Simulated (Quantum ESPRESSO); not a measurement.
## Ru3WInAg3 (input and log of a self-consistent run)

Simulated, not a measurement. The program is pw.x of Quantum ESPRESSO 7.5 (plane-wave density functional theory). The cell is made up: eight metal atoms on a hexagonal close-packed lattice, with elements, volume, strain and displacements drawn at random and not relaxed, so it may be unstable or far from any real phase. PseudoDojo standard norm-conserving files set the functional (PBE unless stated); there is no spin polarisation or spin-orbit coupling, the Fermi-Dirac width of 0.25 eV means electrons at about 2900 K, and the masses in the input are unused placeholders. Heavy elements are run without spin-orbit coupling, which real alloys of them have. A spin test at this wide smearing found no moment, but such smearing suppresses magnetism that the real alloy may have.

Input:

```
&control calculation='scf', pseudo_dir='./dojo.nc.sr.pbe.v0_5.standard.upf', outdir='./o', disk_io='minimal', tprnfor=.true., tstress=.true. /
&system ibrav=0, nat=8, ntyp=4, nbnd=79, ecutwfc=84.00895049, nosym=.true., tot_charge=0,
 occupations='smearing', smearing='fd', degauss=0.0183746611
/
&electrons conv_thr=1.470e-08, electron_maxstep=70, mixing_beta=0.5 /
ATOMIC_SPECIES
Ag 1.0 Ag.upf
In 1.0 In.upf
Ru 1.0 Ru.upf
W 1.0 W.upf
CELL_PARAMETERS angstrom
0.0 5.0564 0.0
2.9193 0.0 4.7151
2.9193 0.0 -4.7151
ATOMIC_POSITIONS angstrom
Ru 0.0744 -0.046 0.0095
W 2.8538 -0.0455 -0.0789
Ru 2.9032 1.6666 -2.3699
In 2.9435 1.6775 2.3756
Ag 1.4465 2.486 -0.0039
Ru 4.3382 2.5053 -0.0091
Ag 1.4651 4.1936 -2.4133
Ag 1.4218 4.2371 2.3545
K_POINTS automatic
5 5 5 1 1 1
```

The log is shortened where brackets say so; the opening notice, blank lines, dates and the lines on written files are dropped, and the path of the files is cut. It prints rydbergs, bohrs and kilobars, and counts compression as positive stress. Its total energy is the free energy E - TS of the whole cell.

```
     Program PWSCF v.7.5
     Parallel version (MPI & OpenMP), running on       4 processor cores
     Number of MPI processes:                 4
     Threads/MPI process:                     1
     [start-up lines left out]
     bravais-lattice index     =            0
     lattice parameter (alat)  =       9.5552  a.u.
     unit-cell volume          =     939.3721 (a.u.)^3
     number of atoms/cell      =            8
     number of atomic types    =            4
     number of electrons       =       132.00
     number of Kohn-Sham states=           79
     kinetic-energy cutoff     =      84.0090  Ry
     charge density cutoff     =     336.0358  Ry
     scf convergence threshold =      1.5E-08
     mixing beta               =       0.5000
     number of iterations used =            8  plain     mixing
     Exchange-correlation= PBE
                           (   1   4   3   4   0   0   0)
     [axes and pseudopotential details left out]
   Cartesian axes
     site n.     atom                  positions (alat units)
         1        Ru     tau(   1) = (   0.0147140  -0.0090974   0.0018788  )
         2        W      tau(   2) = (   0.5643936  -0.0089985  -0.0156040  )
         3        Ru     tau(   3) = (   0.5741634   0.3296021  -0.4686931  )
         4        In     tau(   4) = (   0.5821335   0.3317578   0.4698204  )
         5        Ag     tau(   5) = (   0.2860731   0.4916541  -0.0007713  )
         6        Ru     tau(   6) = (   0.8579622   0.4954711  -0.0017997  )
         7        Ag     tau(   7) = (   0.2897516   0.8293648  -0.4772763  )
         8        Ag     tau(   8) = (   0.2811882   0.8379677   0.4656475  )
     number of k points=    63  Fermi-Dirac smearing, width (Ry)=  0.0184
                       cart. coord. in units 2pi/alat
        k(    1) = (   0.1732059   0.1000000   0.0000000), wk =   0.0320000
        k(    2) = (   0.3464118   0.1000000  -0.1072384), wk =   0.0320000
     [further k points left out]
     Dense  grid:    97781 G-vectors     FFT dimensions: (  60,  64,  64)
     Estimated max dynamical RAM per process >     420.58 MB
     Estimated total dynamical RAM >       1.57 GB
     Initial potential from superposition of free atoms
     starting charge     131.9919, renormalised to     132.0000
     Starting wfcs are   79 randomized atomic wfcs
     total cpu time spent up to now is        7.6 secs
     per-process dynamical memory:   331.4 Mb
     Self-consistent Calculation
     iteration #  1     ecut=    84.01 Ry     beta= 0.50
     Davidson diagonalization with overlap
     ethr =  1.00E-02,  avg # of iterations =  5.3
     Threshold (ethr) on eigenvalues was too large:
     Diagonalizing with lowered threshold
     Davidson diagonalization with overlap
     ethr =  8.90E-04,  avg # of iterations =  1.1
     total cpu time spent up to now is       44.4 secs
     total energy              =   -1820.43560638 Ry
     estimated scf accuracy    <       1.22645606 Ry
     iteration #  2     ecut=    84.01 Ry     beta= 0.50
     Davidson diagonalization with overlap
     ethr =  9.29E-04,  avg # of iterations =  2.4
     total cpu time spent up to now is       65.9 secs
     total energy              =   -1820.34190709 Ry
     estimated scf accuracy    <       4.02055337 Ry
     iteration #  3     ecut=    84.01 Ry     beta= 0.50
     Davidson diagonalization with overlap
     ethr =  9.29E-04,  avg # of iterations =  2.1
     total cpu time spent up to now is       80.9 secs
     total energy              =   -1820.62895995 Ry
     estimated scf accuracy    <       3.80155633 Ry
     iteration #  4     ecut=    84.01 Ry     beta= 0.50
     Davidson diagonalization with overlap
     ethr =  9.29E-04,  avg # of iterations =  2.0
     total cpu time spent up to now is       96.9 secs
     total energy              =   -1820.89171751 Ry
     estimated scf accuracy    <       0.35507964 Ry
     iteration #  5     ecut=    84.01 Ry     beta= 0.50
     Davidson diagonalization with overlap
     ethr =  2.69E-04,  avg # of iterations =  2.0
     total cpu time spent up to now is      110.7 secs
     total energy              =   -1820.90949872 Ry
     estimated scf accuracy    <       0.50519189 Ry
     [iterations 6 to 12 left out]
     iteration # 13     ecut=    84.01 Ry     beta= 0.50
     Davidson diagonalization with overlap
     ethr =  7.03E-10,  avg # of iterations =  2.4
     total cpu time spent up to now is      233.9 secs
     total energy              =   -1820.94068540 Ry
     estimated scf accuracy    <       0.00000006 Ry
     iteration # 14     ecut=    84.01 Ry     beta= 0.50
     Davidson diagonalization with overlap
     ethr =  4.25E-11,  avg # of iterations =  3.8
     total cpu time spent up to now is      254.2 secs
     total energy              =   -1820.94068539 Ry
     estimated scf accuracy    <       0.00000032 Ry
     iteration # 15     ecut=    84.01 Ry     beta= 0.50
     Davidson diagonalization with overlap
     ethr =  4.25E-11,  avg # of iterations =  2.0
     total cpu time spent up to now is      271.7 secs
     total energy              =   -1820.94068541 Ry
     estimated scf accuracy    <       0.00000006 Ry
     iteration # 16     ecut=    84.01 Ry     beta= 0.50
     Davidson diagonalization with overlap
     ethr =  4.25E-11,  avg # of iterations =  1.3
     total cpu time spent up to now is      285.1 secs
     total energy              =   -1820.94068542 Ry
     estimated scf accuracy    <       0.00000005 Ry
     iteration # 17     ecut=    84.01 Ry     beta= 0.50
     Davidson diagonalization with overlap
     ethr =  3.91E-11,  avg # of iterations =  1.0
     total cpu time spent up to now is      299.5 secs
     End of self-consistent calculation
     [lines on levels left out]
!    total energy              =   -1820.94068541 Ry
     estimated scf accuracy    <       0.00000001 Ry
     smearing contrib. (-TS)   =      -0.12631347 Ry
     internal energy E=F+TS    =   -1820.81437194 Ry
     The total energy is F=E-TS. E is the sum of the following terms:
     one-electron contribution =    -584.86149433 Ry
     hartree contribution      =     371.58394793 Ry
     xc contribution           =    -314.02469758 Ry
     ewald contribution        =   -1293.51212796 Ry
     convergence has been achieved in  17 iterations
     Forces acting on atoms (cartesian axes, Ry/au):
     atom    1 type  3   force =     0.00504363    0.01421928    0.01103299
     atom    2 type  4   force =     0.00728341    0.02447406   -0.03195276
     atom    3 type  3   force =     0.00742952   -0.03504431    0.01873809
     atom    4 type  2   force =    -0.00871407   -0.00352689    0.00485463
     atom    5 type  1   force =    -0.00376665    0.00596014    0.00282662
     atom    6 type  3   force =    -0.01337060    0.00170620   -0.00141774
     atom    7 type  1   force =     0.00583844    0.00069680   -0.01125305
     atom    8 type  1   force =     0.00025631   -0.00848529    0.00717123
     Total force =     0.065535     Total SCF correction =     0.000272
     Computing stress (Cartesian axis) and pressure
          total   stress  (Ry/bohr**3)                   (kbar)     P=     -100.84
  -0.00083405   0.00001080  -0.00004661         -122.69        1.59       -6.86
   0.00001080  -0.00071642   0.00011530            1.59     -105.39       16.96
  -0.00004661   0.00011530  -0.00050593           -6.86       16.96      -74.42
     init_run     :      7.14s CPU      7.49s WALL (       1 calls)
     electrons    :    284.56s CPU    291.88s WALL (       1 calls)
     forces       :      3.07s CPU      3.07s WALL (       1 calls)
     stress       :      8.81s CPU      8.82s WALL (       1 calls)
     [timing details left out]
     PWSCF        :   5m 3.79s CPU   5m11.50s WALL
     JOB DONE.
```

In other units: free energy -24775.160 eV for the cell, pressure -10.08 GPa, largest force component 0.901 eV/Å in size. The run took 313 s of wall time with four MPI processes on a shared machine (Intel Xeon, 2023 or later, virtual cores), so the time is rough. A rerun of this cell at a higher cutoff and on a denser mesh moved values by no more than 0.004 eV in energy, 0.04 GPa in stress and 0.003 eV/Å in force, and a second program with other atomic files agreed on that cell to 2 % rms in force and 0.5 GPa in pressure.